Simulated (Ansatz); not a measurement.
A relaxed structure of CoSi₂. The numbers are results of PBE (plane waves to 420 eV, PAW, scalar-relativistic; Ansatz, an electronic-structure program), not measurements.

```
CELL_PARAMETERS angstrom
      0.00000     2.68012     2.68012
      2.68012     0.00000     2.68012
      2.68012     2.68012     0.00000
ATOMIC_POSITIONS crystal
  Co 0.00000 0.00000 0.00000
  Si 0.25000 0.25000 0.25000
  Si 0.75000 0.75000 0.75000
```

Question: Determine the symmetry and give the standard cell with its independent sites.

Answer: Space group Fm-3m (No. 225); a = 5.3602 Å, b = 5.3602 Å, c = 5.3602 Å, α = 90.00°, β = 90.00°, γ = 90.00°

```
atom  site  symmetry       x       y       z
----  ----  --------  ------  ------  ------
Co      4a      m-3m  0.0000  0.0000  0.0000
Si      8c      -43m  0.2500  0.2500  0.2500
```

This is the AFLOW prototype AB2_cF12_225_a_c (C1, as in CaF2).

Question: Give the shortest distances between elements (the closest pairs, up to four, under 3.6 Å).

Answer: Co–Si 2.32 Å; Si–Si 2.68 Å.

| Property | Value |
|---|---|
| Volume per atom | 12.83 Å³ |
| Band gap | no gap (metallic) |
| Magnetic moment | zero (the starting moments vanished) |

No spin polarisation in the result: the starting moments vanished. The relaxed primitive cell holds an odd number of electrons. A magnetic state may lie lower.

The run could not lose the symmetry of its start.

The first start was generated by a random draw of sites in a space group. A measured structure of CoSi2 has the same space group, Fm-3m (No. 225); the sites were not compared with it.
